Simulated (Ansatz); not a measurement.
CsSrF$_{3}$ (cubic perovskite)

```cif
data_CsF3Sr
_chemical_formula_sum 'Cs1 Sr1 F3'
_space_group_name_H-M_alt 'P 1'
_space_group_IT_number 1
_cell_length_a 4.76395
_cell_length_b 4.76395
_cell_length_c 4.76395
_cell_angle_alpha 90.000
_cell_angle_beta 90.000
_cell_angle_gamma 90.000
loop_
_space_group_symop_operation_xyz
  'x, y, z'
loop_
_atom_site_label
_atom_site_type_symbol
_atom_site_fract_x
_atom_site_fract_y
_atom_site_fract_z
_atom_site_occupancy
Cs1 Cs 0.00000 0.00000 0.00000 1
Sr1 Sr 0.50000 0.50000 0.50000 1
F1 F 0.00000 0.50000 0.50000 1
F2 F 0.50000 0.00000 0.50000 1
F3 F 0.50000 0.50000 0.00000 1
```

E(V) scan at fixed shape, V₀ the volume above. Symmetry pins the atoms to their sites.

Method: r2SCAN (plane waves to 500 eV, PAW, scalar-relativistic; Ansatz, an electronic-structure program). k mesh 7×7×7 (Γ-centred), Fermi-Dirac smearing 0.05 eV. E stands for the smeared free energy. Stress and pressure are positive under compression. CsSrF3 was relaxed with its symmetry unable to fall. ΔE is measured from the relaxed starting cell.

Task: Estimate the ΔE (eV/atom) and P (GPa) for V/V₀ = 0.840, 0.872, 0.904, 0.936, 1.096, 1.128.

Result: 
```tsv
V/V₀	ΔE (eV/atom)	P (GPa)
0.840	0.1081	11.8
0.872	0.0644	8.5
0.904	0.0338	5.8
0.936	0.0140	3.5
1.096	0.0234	-3.3
1.128	0.0393	-4.1
```

(A scan under strain: stresses follow from slopes of the energy per volume, elastic moduli from its curvatures.)
